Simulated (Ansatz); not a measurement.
The relaxed structure here is a generated cell of Si2Mo: the first start was made by placing the elements on the sites of a structure type, and the end was not matched to a known phase here, so it may be hypothetical. Known forms of Si2Mo include space group No. 139.

The end point of a relaxation of Si2Mo. Space group P1 (No. 1). Level of theory: r2SCAN (plane waves to 500 eV, PAW, scalar-relativistic; Ansatz, a quantum-chemistry and plane-wave program).

Space group P1 (No. 1); a = 4.631 Å, b = 6.502 Å, c = 6.883 Å, α = 103.52°, β = 100.72°, γ = 110.53°

```csv
atom,site,symmetry,x,y,z
Si,1a,1,0.1417,0.7880,0.7128
Si,1a,1,0.9534,0.8261,0.1060
Si,1a,1,0.3892,0.6041,0.9151
Si,1a,1,0.5584,0.7589,0.3135
Si,1a,1,0.8727,0.1620,0.5409
Si,1a,1,0.9549,0.3299,0.1019
Si,1a,1,0.3921,0.1898,0.9337
Si,1a,1,0.6068,0.3392,0.3415
Mo,1a,1,0.7650,0.9576,0.8023
Mo,1a,1,0.2717,0.0056,0.4744
Mo,1a,1,0.7795,0.4601,0.7931
Mo,1a,1,0.2462,0.4960,0.4812
```

```json
{
 "volume_per_atom": "15.03 Å³",
 "density": "5.60 g/cm³",
 "band_gap": "zero (metallic)",
 "shortest_distances": "Si–Si 2.38 Å; Mo–Si 2.43 Å; Mo–Mo 3.04 Å",
 "k-mesh": "11×8×7"
}
```

Band energies at high-symmetry points (eV from the Fermi level; labels of this space group; no spin-orbit coupling), from −5 eV up to 3.3 eV:

| point | energies |
|---|---|
| Γ | -4.91 -4.24 -4.21 -3.99 -3.65 -3.53 -3.33 -3.00 -2.65 -2.57 -2.28 -2.12 -1.90 -1.63 -1.51 -1.05 -0.66 0.32 0.86 0.89 1.44 1.75 2.03 2.37 2.68 2.75 3.17 3.24 |
| X | -4.95 -4.42 -4.32 -3.57 -3.03 -2.96 -2.82 -2.51 -2.43 -2.22 -2.06 -1.84 -1.66 -1.42 -1.40 -0.97 -0.66 0.42 0.95 1.03 1.30 1.55 1.76 2.31 2.65 2.78 3.21 |
| Y | -4.50 -4.25 -4.07 -3.96 -3.71 -3.27 -3.21 -3.02 -2.79 -2.39 -1.90 -1.54 -1.29 -0.92 -0.85 -0.79 -0.14 0.18 0.56 1.42 1.94 2.04 2.18 2.52 2.86 |
| Z | -4.96 -4.82 -4.31 -4.18 -4.00 -3.67 -3.44 -3.20 -3.06 -2.79 -2.58 -2.20 -2.02 -1.83 -1.78 -1.42 -1.26 -1.22 -0.91 0.87 1.00 1.23 1.48 1.60 1.95 2.25 2.82 2.90 |
| R | -4.48 -4.14 -4.04 -3.93 -3.34 -3.09 -2.81 -2.46 -2.36 -1.92 -1.70 -1.69 -1.59 -1.35 -1.04 -0.93 -0.21 0.55 1.05 1.29 1.56 1.75 2.36 2.77 2.90 3.06 |
| T | -4.61 -4.30 -4.04 -3.89 -3.74 -3.28 -3.20 -2.72 -2.67 -2.52 -2.44 -2.22 -1.92 -1.68 -1.54 -1.34 -1.15 -0.74 1.04 1.18 1.44 1.70 1.95 2.15 2.21 2.79 2.87 3.13 |
| U | -4.73 -4.43 -4.04 -3.92 -3.57 -3.22 -2.96 -2.85 -2.36 -1.81 -1.67 -1.49 -1.37 -1.18 -0.90 -0.44 -0.37 0.26 1.26 1.74 1.93 2.08 2.36 2.50 2.85 3.02 |
| V | -4.87 -4.76 -4.33 -4.16 -3.99 -3.86 -3.15 -2.96 -2.72 -2.31 -2.14 -1.91 -1.74 -1.66 -1.42 -1.29 -0.70 -0.60 0.20 0.79 1.32 1.57 1.80 1.88 2.80 2.90 2.98 3.23 |

No spin polarisation in the result.

It was reached from a disturbed copy of a Pn-3m (No. 224) cell (AFLOW prototype A2B_cP6_224_b_a (C3, as in Cu2O)), against which it lies -1.45 eV/atom.
